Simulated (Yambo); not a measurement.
CsPbF3 (cubic perovskite, space group Pm-3m, No. 221), G0W0@PBEsol in Yambo with this input:

```
rim_cut
gw0
dyson
el_el_corr
HF_and_locXC
ppa
em1d
RandQpts= 1000000
RandGvec= 1 Ry
EXXRLvcs= 84 Ry
VXCRLvcs= 336 Ry
Chimod= "HARTREE"
% BndsRnXp
 1 | 330 |
%
NGsBlkXp= 7 Ry
% LongDrXp
 1.0 | 1.0 | 1.0 |
%
PPAPntXp= 27.2114 eV
% GbndRnge
 1 | 330 |
%
GTermKind= "BG"
DysSolver= "n"
ExtendOut
```

On a 2×2×2 mesh, with wavefunctions cut at 84 Ry, the gap (R → R) is 3.270 eV and the valence edge shifts by -1.071 eV.

Problem. What happens with this change: 2 Ry block?

Solution. The gap rises by 0.235 eV, to 3.505 eV; the shift of the valence edge becomes -1.366 eV. Neither run is shown to be the converged limit.

The standard potential for Pb keeps a d shell in the valence without the s and p states of that shell. In tests on such compounds this moved G0W0 gaps by up to about 0.9 eV, so absolute quasiparticle energies here are unreliable; differences between settings are what counts.

Spin-orbit coupling is included.

Geometry of the Materials Project entry, not relaxed at this level; primitive cell a = b = c = 4.8314 Å, α = β = γ = 90.00°.

A shift is the quasiparticle energy of the state minus its PBEsol energy.
